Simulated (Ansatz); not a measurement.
LuSi2Os2:
```xyz
5
Lattice="-2.0729 2.0729 4.7365 2.0729 -2.0729 4.7365 2.0729 2.0729 -4.7365" Properties=species:S:1:pos:R:3 pbc="T T T"
Os     0.0000     2.0729     2.3683
Os     2.0729     0.0000     2.3683
Lu     0.0000     0.0000     0.0000
Si     0.0000     0.0000     3.5254
Si     0.0000     0.0000     5.9476
```

Relaxed with r²SCAN.

Q: Tabulate the valence density and the electron localisation function along the shortest Os–Os contact (2.93 Å), the program Ansatz at the r²SCAN level (PAW).

A: 

| distance from Os (Å) | density (e/Å³) | ELF |
|---|---|---|
| 0.29 | 7.74 | 0.54 |
| 0.44 | 6.56 | 0.66 |
| 0.59 | 4.48 | 0.64 |
| 0.73 | 2.44 | 0.49 |
| 0.88 | 1.17 | 0.30 |
| 1.03 | 0.65 | 0.21 |
| 1.17 | 0.45 | 0.24 |
| 1.32 | 0.38 | 0.35 |
| 1.47 | 0.36 | 0.41 |
| 1.61 | 0.38 | 0.35 |
| 1.76 | 0.45 | 0.24 |
| 1.91 | 0.65 | 0.21 |
| 2.05 | 1.17 | 0.30 |
| 2.20 | 2.44 | 0.49 |
| 2.35 | 4.48 | 0.64 |
| 2.49 | 6.56 | 0.66 |
| 2.64 | 7.74 | 0.54 |

The density is the valence pseudo-density with augmentation charge, so density and ELF within about 1 Å of a nucleus are not all-electron values.

Space group I4/mmm. The workflow started from an entry of the Crystallography Open Database (COD). Whether it is the stable phase at ambient conditions was not checked. The r²SCAN relaxation kept the symmetry of its start; whether a distortion lowers the energy is not shown. The run is not spin-polarised. Spin–orbit coupling is left out wherever it is not named.

Potentials: the later of the program's two PAW sets.
